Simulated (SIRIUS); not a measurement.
Consider a self-consistent single point of Au (Cmcm, 2 atoms in the cell; from Materials Project mp-1008634, changed as shown).

```
Au
1.0
    1.43387    -2.59679     0.00000
    1.43387     2.59679     0.00000
    0.00000     0.00000     4.97138
Au
2
Direct
  0.66533   0.33467   0.25000
  0.33467   0.66533   0.75000
```

All values come from this method and carry its errors: LDA (PW92), PseudoDojo 0.4 standard norm-conserving LDA (tails mended) pseudopotentials (plane waves; SIRIUS).

SIRIUS settings:

| key | value |
|---|---|
| parameters.ngridk | 11 11 6 |
| parameters.xc_functionals | [XC_LDA_X, XC_LDA_C_PW] |
| parameters.gk_cutoff | 8.718 1/bohr |
| parameters.pw_cutoff | 17.436 1/bohr |
| parameters.shiftk | 1 1 1 |
| parameters.smearing | fermi_dirac |
| parameters.smearing_width | 0.00367493 Ha |
| potentials | PseudoDojo 0.4 standard norm-conserving LDA (tails mended) pseudopotentials |
| parameters.electronic_structure_method | pseudopotential |
| parameters.num_bands | 23 |
| parameters.num_mag_dims | 0 |
| parameters.num_dft_iter | 100 |
| parameters.energy_tol | 1e-07 Ha |
| parameters.density_tol | 1e-06 |
| mixer.type | anderson |
| mixer.beta | 0.3 |
| mixer.use_hartree | true |

Results:

```
Item                                                     Result
------------------------------------------------  -------------
Number of valence electrons                                  38
Number of bands                                              23
Number of k-points after the program's reduction            108
Number of plane waves (most at a k-point)                  2822
Number of SCF iterations                                     15
FFT grid                                           36 × 36 × 60
Free energy E − TS                                -8030.0776 eV
Fermi level (on the code's own zero)                   18.00 eV
Pressure                                             -15.21 GPa
Largest force (vector length)                        0.007 eV/Å
```

Forces (eV/Å):
```csv
atom,Fx,Fy,Fz
Au1,0.000,-0.007,0.000
Au2,0.000,0.007,0.000
```

Stress (GPa, positive for compression):
```
-13.67    0.00    0.00
  0.00  -16.23    0.00
  0.00    0.00  -15.72
```

For comparison: a first run was changed to give this one (volume scaled by 1.02), and from it to this one the free energy rises by 32.2 meV/atom, the pressure goes from -13.18 to -15.21 GPa and the largest force hardly changes (0.004 to 0.007 eV/Å).

The structure comes from a collection of computed structures, made at another level of theory; the collection holds predicted forms beside known ones. Its lattice was then scaled.

Cost on one core: roughly 110 core-seconds.

“Tails mended”: in these copies of the files the far tail of each local potential was reset to the Coulomb form.
